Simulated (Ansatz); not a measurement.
NaCl (rock salt), relaxed with PBEsol (Ansatz, an electronic-structure program, plane waves, PAW): a = b = c = 5.6015 Å, α = β = γ = 90.00°.

| Quantity | Value |
|---|---|
| gap (eV) | 5.01 |
| B₀ by P(V) fit (GPa) | 25.8 |

### Question
The same phase is relaxed and computed with HSE06 in the same code. What are the cell and these values now?

### Answer
a = b = c = 5.652 Å, α = β = γ = 90.00°.

* **gap (eV)**: 6.45
* **B₀ by P(V) fit (GPa)**: 25.0

All cells were relaxed under the symmetry of their starts (and spin orders); stability against distortions was not tested throughout.

Potentials: the later of the program's two PAW sets.

Ansatz is a plane-wave DFT program.
